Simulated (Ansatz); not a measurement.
MgH2:
Space group P4₂/mnm (No. 136); a = b = 4.429 Å, c = 2.973 Å, α = β = γ = 90.00°

| atom | site | symmetry | x | y | z |
|---|---|---|---|---|---|
| Mg | 2a | m.mm | 0.0000 | 0.0000 | 0.0000 |
| H | 4f | m.2m | 0.3044 | 0.3044 | 0.0000 |

This is the LDA-relaxed structure.

All from plane-wave PAW LDA (Ansatz code), unless another level is named. Give the Born charges (a third of the trace).

Mg +1.87, H -0.93 e.

Next, the electronic dielectric constant ε∞ (DFPT)?

4.26 (xx = yy), 4.31 (zz).

Next, the static dielectric constant ε0 (ions relaxed, cell fixed)?

11.8 (xx = yy), 8.37 (zz).

Space group P4_2/mnm (rutile). The LDA relaxation kept the symmetry of its start; phonons on a q-mesh show no instability.

Potentials: the later of the program's two PAW sets.
